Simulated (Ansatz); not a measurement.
# Convergence of Cd2C

```
C Cd
1.0
     0.00000    2.94365    2.94365
     2.94365    0.00000    2.94365
     2.94365    2.94365    0.00000
C Cd
1 2
Direct
  0.00000 0.00000 0.00000
  0.25000 0.25000 0.25000
  0.75000 0.75000 0.75000
```

Atom numbers follow the list: C1, Cd2, Cd3.

The structure comes from a relaxation in the same program, started in the fluorite type, and has space group Fm-3m. Whether it is a known phase or the ground state wasn't checked.

Theory: DFT, PBE, all-electron LAPW, scalar-relativistic (Ansatz 0.2.0).

Numerical set-up: a Γ-centred 10×10×10 k mesh, Fermi–Dirac smearing of 0.03 eV, basis error target 0.5 meV/atom, no spin polarisation. One setting is then changed at a time.

| filling | energy at zero smearing less the base's (meV/atom) | P (GPa) | cutoff chosen (eV) |
| --- | --- | --- | --- |
| Fermi–Dirac 0.03 eV (base) | 0.0 | 0.00 | 255 |
| tetrahedron | 1.3 | – | 255 |
| cold 0.15 eV | 0.0 | 0.00 | 255 |
| Gaussian 0.2 eV | 0.0 | 0.00 | 255 |
| Fermi–Dirac 0.01 eV | 0.0 | 0.02 | 255 |
| Fermi–Dirac 0.15 eV | 0.5 | 0.05 | 255 |
